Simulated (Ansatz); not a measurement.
Method: Ansatz, DFT r2SCAN, scalar-relativistic, plane waves, PAW.

Structure of SiO2:

```
Si O
1.0
    -4.46870    4.46870    4.46870
     4.46870   -4.46870    4.46870
     4.46870    4.46870   -4.46870
Si O
6 12
Direct
  0.50000 0.25000 0.75000
  0.50000 0.75000 0.25000
  0.25000 0.75000 0.50000
  0.75000 0.25000 0.50000
  0.25000 0.50000 0.75000
  0.75000 0.50000 0.25000
  0.35232 0.00000 0.64768
  0.64768 0.64768 0.29536
  0.35232 0.64768 0.00000
  0.35232 0.70464 0.35232
  0.64768 0.29536 0.64768
  0.00000 0.35232 0.64768
  0.70464 0.35232 0.35232
  0.64768 0.35232 0.00000
  0.00000 0.64768 0.35232
  0.29536 0.64768 0.64768
  0.35232 0.35232 0.70464
  0.64768 0.00000 0.35232
```

Settings: cutoff 500 eV, Γ-centred mesh 4×4×4 on the computed 18-atom cell, Gaussian smearing of 0.02 eV; no spin polarisation.

Levels along Γ–H–N–Γ–P–H | P–N, in eV from a zero inside the gap, sorted by energy at each point. Points in fractions of the primitive reciprocal vectors: Γ (0.000 0.000 0.000), H (0.500 -0.500 0.500), N (0.000 0.000 0.500), P (0.250 0.250 0.250).
| point | k (1/Å, with 2π) | band 45 | band 46 | band 47 | band 48 | band 49 | band 50 | band 51 |
| --- | --- | --- | --- | --- | --- | --- | --- | --- |
| Γ | 0.000 | -3.59 | -3.59 | -3.59 | -3.12 | 3.12 | 6.32 | 6.32 |
| - | 0.351 | -3.71 | -3.45 | -3.45 | -3.20 | 3.80 | 5.48 | 5.75 |
| H | 0.703 | -3.87 | -3.25 | -3.25 | -3.25 | 5.04 | 5.22 | 5.22 |
| - | 0.952 | -3.79 | -3.37 | -3.34 | -3.26 | 4.63 | 4.67 | 5.40 |
| N | 1.200 | -3.63 | -3.55 | -3.51 | -3.26 | 4.33 | 4.45 | 6.05 |
| - | 1.449 | -3.62 | -3.57 | -3.57 | -3.17 | 3.47 | 5.54 | 6.21 |
| Γ | 1.697 | -3.59 | -3.59 | -3.59 | -3.12 | 3.12 | 6.32 | 6.32 |
| - | 2.002 | -3.62 | -3.62 | -3.56 | -3.20 | 3.64 | 5.53 | 5.80 |
| P | 2.306 | -3.73 | -3.67 | -3.67 | -3.30 | 4.88 | 4.97 | 4.97 |
| - | 2.611 | -3.81 | -3.40 | -3.40 | -3.27 | 4.78 | 4.78 | 4.78 |
| H | 2.915 | -3.87 | -3.25 | -3.25 | -3.25 | 5.04 | 5.22 | 5.22 |
| P | 2.915 | -3.73 | -3.67 | -3.67 | -3.30 | 4.88 | 4.97 | 4.97 |
| - | 3.091 | -3.65 | -3.58 | -3.57 | -3.28 | 4.50 | 4.57 | 5.47 |
| N | 3.266 | -3.63 | -3.55 | -3.51 | -3.26 | 4.33 | 4.45 | 6.05 |

This form isn't the usual stable structure of the compound.

Cost: 1 run of about 2.5 core-minutes, on Oxide Virtual Turin-like Processor (Zen 5) (shared hosts).